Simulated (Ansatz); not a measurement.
**Calculated contact hyperfine fields for MgV2PbO2F8**

Cell: a computed structure from the Materials Project (it need not be an observed phase), its atoms then relaxed with PBE in this cell.

Space group P-1 (No. 2); a = 5.4710, b = 6.6370, c = 7.7578 Å, α = 104.89°, β = 95.60°, γ = 113.77°.

```
site  Wyckoff  site symmetry       x       y       z
  Mg       1b             -1  0.0000  0.0000  0.5000
   V       2i              1  0.3883  0.7093  0.2848
  Pb       1a             -1  0.0000  0.0000  0.0000
   O       2i              1  0.2858  0.4361  0.1819
  F7       2i              1  0.2772  0.8337  0.1162
  F9       2i              1  0.7602  0.8943  0.2477
 F11       2i              1  0.6226  0.7941  0.5194
 F13       2i              1  0.1183  0.7448  0.4101
```

One atom of each set is listed.

Level of theory: DFT, PBE, plane waves and PAW, scalar-relativistic, collinear spin, 420 eV cutoff, Γ-centred 4×4×3 k-points, Fermi–Dirac smearing 0.02 eV (Ansatz 0.2.0). Start moments as typed (μB): 1 on each V, none on the rest.

B_c = (2μ₀/3)μB(ρ↑ − ρ↓), with the spin density averaged over the Thomson radius around the nucleus, 7.77 T per e/Å³, positive along the up direction of the run. The valence column is what the valence and semicore waves of the PAW files give as listed; the rest comes from solving these waves and the inner shells again in each spin's potential.

Q: Give the site moments and the Fermi-contact fields.

A: The cell's net moment is 2.00 μB; the site moments, counted in spheres around the atoms, add up to 1.31 μB, and the difference lies between the spheres. One atom of each set is listed.

```tsv
site	m (μB)	B_c (T)	valence column (T)	rest (T)
Mg	0.00	0.6	0.6	0.0
V	0.68	-10.3	3.0	-13.3
Pb	0.00	-10.9	-11.2	0.3
O	-0.07	-0.5	-1.6	1.0
F7	0.01	0.2	0.4	-0.2
F9	0.00	0.1	0.1	0.0
F11	0.01	0.0	0.1	-0.2
F13	0.02	0.0	0.2	-0.2
```

All moments on V are parallel here, as they were started; many such compounds order antiparallel, where fields on atoms that lie between magnetic neighbours largely cancel. The magnetic order is the one that the run reached from its start moments, not necessarily the measured one. Spin–orbit coupling is left out, which matters on Pb. Semilocal functionals underestimate core polarisation, so for a given moment the contact field on a magnetic ion comes out too small, by up to a factor of two. Orbital and dipolar fields are left out; they are small for half-filled shells and for d³ or d⁸ ions in regular octahedra, but can rival the contact field on other open-shell ions. Fields under about 2 T can be off by more than a tenth.
